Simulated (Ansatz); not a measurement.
## CsLiCr2Te2S3: changing the Hubbard U on Cr d

```
CELL_PARAMETERS angstrom
7.05684 0.00000 0.00788
0.00000 3.98060 0.00000
-2.68302 0.00000 8.67869
ATOMIC_POSITIONS crystal
Cs 0.07739 0.00000 0.37706
Li 0.86424 0.50000 0.78883
Cr 0.12646 0.00000 0.94616
Cr 0.59290 0.50000 0.97165
Te 0.50838 0.00000 0.15270
Te 0.55612 0.00000 0.74893
S 0.87426 0.00000 0.68502
S 0.25176 0.50000 0.84402
S 0.96294 0.50000 0.05357
```

The cell comes from a database or a generator and needn't be the stable form of this composition.

Kept alike: task projected density of states; functional PBE; k mesh 4 × 7 × 3; occupations fermi-dirac, width 0.05 eV; collinear spin, ferromagnetic start. Program: Ansatz, Ansatz PAW, cutoff 420 eV. The mesh is that of the run's cell of 9 atoms. No spin-orbit coupling.

| Hubbard U on Cr d, U (eV) | pressure (GPa) | largest site moment (μB) |
| --- | --- | --- |
| 2 | 1.08 | 3.10 |
| 4 | 2.33 | 3.32 |
| 6 | 3.64 | 3.50 |
| 8 | 4.86 | 3.64 |

Pressure is positive in compression, with a Pulay correction for the finite cutoff. How U acts hangs on the program's projectors. The runs hold the magnetic state that their start led to, which needn't be the lowest. Site moments count inside each atom's sphere or projector. U is the effective U - J on orthogonalised atomic projectors. Double counting: fully localised limit (the default).

The pressure rises from 1.08 to 4.86 GPa between 2 and 8 eV. U localises the shell and weakens its bonds, so the cell pushes outwards. The largest site moment rises from 3.10 to 3.64 μB between 2 and 8 eV. U favours whole occupations of the shell, which as a rule raises the local moment.
